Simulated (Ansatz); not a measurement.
HfO₂ (fluorite), conventional cell a = 5.059 Å, b = 5.059 Å, c = 5.059 Å, α = 90.00°, β = 90.00°, γ = 90.00°. The calculation uses the primitive cell of 3 atoms, to which meshes and values per cell refer.

E(V) scan at fixed shape, V₀ the volume above. Symmetry pins the atoms to their sites.

Calculation: r2SCAN (plane waves to 500 eV, PAW, scalar-relativistic; Ansatz, a program for electronic structure). k mesh 11×11×11 (Γ-centred), Fermi-Dirac smearing 0.05 eV. E stands for the smeared free energy. Compression counts positive. HfO2 is run without spin polarisation. HfO2 was relaxed with its symmetry unable to fall. Spin-orbit coupling is left out, though Hf is heavy. The PAW data are Ansatz's earlier set. This is a high-temperature form of HfO2. The zero of ΔE is the relaxed starting cell.

The scan covers V/V₀ from 0.900 to 1.100 in 9 points.

Q: What is the fitted pressure derivative B₀′?

A: 4.2.

Q: What bulk modulus B₀ follows from a third-order Birch-Murnaghan fit?

A: 271 GPa.

(Under strain, the slope of the energy per volume gives the stress and its curvature an elastic modulus.)
